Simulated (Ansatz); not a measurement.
LaAs (rock salt, Fm-3m) at seven volumes, PBEsol in the plane-wave PAW code Ansatz, scaled uniformly. One row is withheld.

```json
[
 {"V (Å³/atom)": "25.949", "P (GPa)": "8.09"},
 {"V (Å³/atom)": "26.804", "P (GPa)": "?"},
 {"V (Å³/atom)": "27.660", "P (GPa)": "2.31"},
 {"V (Å³/atom)": "28.515", "P (GPa)": "0.00"},
 {"V (Å³/atom)": "29.371", "P (GPa)": "-1.98"},
 {"V (Å³/atom)": "30.226", "P (GPa)": "-3.68"},
 {"V (Å³/atom)": "31.082", "P (GPa)": "-5.12"}
]
```

Question: Fit the shown pressures and predict the withheld one.

Answer: P = (3/2)B₀(x^(7/2) − x^(5/2))[1 + (3/4)(B′ − 4)(x − 1)] with x = (V₀/V)^(2/3). Least squares on the six rows gives V₀ = 28.516 Å³/atom, B₀ = 70.9 GPa, B′ = 4.05. At V = 26.804, x = 1.0421 and P = 4.98 GPa. The run itself gave 4.98 GPa.

The workflow started from a Materials Project entry (that database holds measured and hypothetical structures alike); the Crystallography Open Database files this formula in space group No. 225, but the cells were not matched. Whether it is the stable phase at ambient conditions was not checked. The cell was relaxed with PBEsol under the symmetry of its start; of distortions, only those at the zone centre were tested. Spin–orbit coupling is left out wherever it is not named.

Potentials: the later of the program's two PAW sets.
